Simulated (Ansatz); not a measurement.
Mg:
```xyz
2
Lattice="3.1510 0.0000 0.0000 -1.5755 2.7289 0.0000 0.0000 0.0000 5.0480" Properties=species:S:1:pos:R:3 pbc="T T T"
Mg     0.0000     1.8192     3.7860
Mg     1.5755     0.9096     1.2620
```

Relaxed with PBE+D3(BJ). Special points in fractions of this cell's reciprocal vectors: Γ (0.000, 0.000, 0.000); M (0.500, 0.000, 0.000); K (0.333, 0.333, 0.000); A (0.000, 0.000, 0.500); L (0.500, 0.000, 0.500); H (0.333, 0.333, 0.500).

Task: List the band energies nearest the Fermi level at these points for plane-wave PAW PBE+D3(BJ) (Ansatz code).

Result: In eV from the Fermi level; about four levels below and three above (degenerate sets whole), none deeper than 8.9 eV; … stands for higher levels left out; points with the same levels are listed once.

```csv
k,below,above
Γ,-7.18 -1.69 -1.11,11.11 11.11 11.32 11.32
M,-2.27 -2.23,2.77 3.07 3.54
K,-0.73 -0.65 -0.65,4.27 4.27 4.57
A,-5.70 -5.70,5.41 5.41 …
L,-1.17 -1.17 -0.45 -0.45,8.22 8.22 …
H,–,0.16 0.16 0.63 0.63
```

Space group P6_3/mmc (hcp (Mg type)). Symmetry was held in the PBE+D3(BJ) relaxation. The pairwise dispersion correction was not fitted to metals.

Potentials: the later of the program's two PAW sets.
